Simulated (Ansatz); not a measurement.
BaTiO3:
```cif
data_BaO3Ti
_chemical_formula_sum 'Ba1 Ti1 O3'
_space_group_name_H-M_alt 'P 1'
_space_group_IT_number 1
_cell_length_a 3.99407
_cell_length_b 3.99407
_cell_length_c 3.99407
_cell_angle_alpha 90.000
_cell_angle_beta 90.000
_cell_angle_gamma 90.000
loop_
_space_group_symop_operation_xyz
  'x, y, z'
loop_
_atom_site_label
_atom_site_type_symbol
_atom_site_fract_x
_atom_site_fract_y
_atom_site_fract_z
_atom_site_occupancy
Ba1 Ba 0.00000 0.00000 0.00000 1
Ti1 Ti 0.50000 0.50000 0.50000 1
O1 O 0.00000 0.50000 0.50000 1
O2 O 0.50000 0.50000 0.00000 1
O3 O 0.50000 0.00000 0.50000 1
```

Relaxed with r²SCAN. 

**Question.** HSE06 on this cell (Ansatz, a first-principles code, PAW) gives a gap of 3.21 eV. What does r²SCAN give?

**Answer.** 2.17 eV.

Cost on shared cores: the r²SCAN run (SCF on a 7×7×7 mesh, then bands and DOS) very roughly 30 core-seconds, the HSE06 run (SCF on 4×4×4, then a few points) roughly 90 core-seconds; the tasks are unlike.

Space group Pm-3m (cubic perovskite). This is a known high-temperature phase of the composition, computed here at zero pressure and temperature. The r²SCAN relaxation kept the symmetry of its start; whether a distortion lowers the energy is not shown. No spin polarisation was allowed. Scalar-relativistic: spin–orbit coupling is off unless named, which matters more the heavier the elements.

Potentials: the later of the program's two PAW sets.

Ansatz is a plane-wave DFT program.
